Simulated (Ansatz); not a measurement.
Na (hcp, Mg type)

```yaml
crystal:
  lattice:
    - [3.71812, 0.00000, 0.00000]
    - [-1.85906, 3.21999, 0.00000]
    - [0.00000, 0.00000, 6.07516]
  atoms:
    - { symbol: Na, position: [0.33333, 0.66667, 0.25000] }
    - { symbol: Na, position: [0.66667, 0.33333, 0.75000] }
```

This relaxed cell (volume V₀) is scaled evenly in all directions, its shape held. Symmetry pins the atoms to their sites.

Method: PBEsol (plane waves to 420 eV, PAW, scalar-relativistic; Ansatz, a quantum-chemistry and plane-wave program). k mesh 14×14×8 (Γ-centred), Fermi-Dirac smearing 0.05 eV. E stands for the smeared free energy. Compression counts positive. With the shape held, the modulus is that of even scaling; a crystal free to change shape is softer. Na was relaxed with its symmetry unable to fall. This is one of several known forms of Na; the measured ambient cells at hand have space group No. 229. ΔE is measured from the relaxed starting cell. The last digit holds for this mesh only.

| V (Å³/atom) | ΔE (meV/atom) |
|---|---|
| 32.730 | 10.5 |
| 33.457 | withheld |
| 34.185 | 3.5 |
| 34.912 | 1.5 |
| 35.639 | 0.4 |
| 36.367 | 0.0 |
| 37.094 | 0.3 |
| 37.821 | 1.3 |
| 38.549 | 2.9 |
| 39.276 | 5.0 |
| 40.004 | 7.7 |

### Question
Fit a third-order Birch-Murnaghan form (E₀, V₀, B₀, B₀′ free) to the given rows and predict ΔE at V = 33.457.

### Answer
Least squares on the 10 given rows: ΔE = E₀ + (9V₀B₀/16)·y²·[2 + (B₀′ − 4)y], y = (V₀/V)^(2/3) − 1, with V₀ = 36.376 Å³/atom, B₀ = 7.873 GPa (160.2 GPa = 1 eV/Å³; the term in eV is multiplied by 1000), B₀′ = 3.52, E₀ = -0.02 meV/atom; root-mean-square residual 0.03 meV/atom. At 33.457 the fit gives 6.5 meV/atom; the calculation gives 6.5 meV/atom, the same to the digits shown. For the pressure the fit gives 0.8 GPa against the computed 0.8 GPa.

(A scan under strain: stresses follow from slopes of the energy per volume, elastic moduli from its curvatures.)
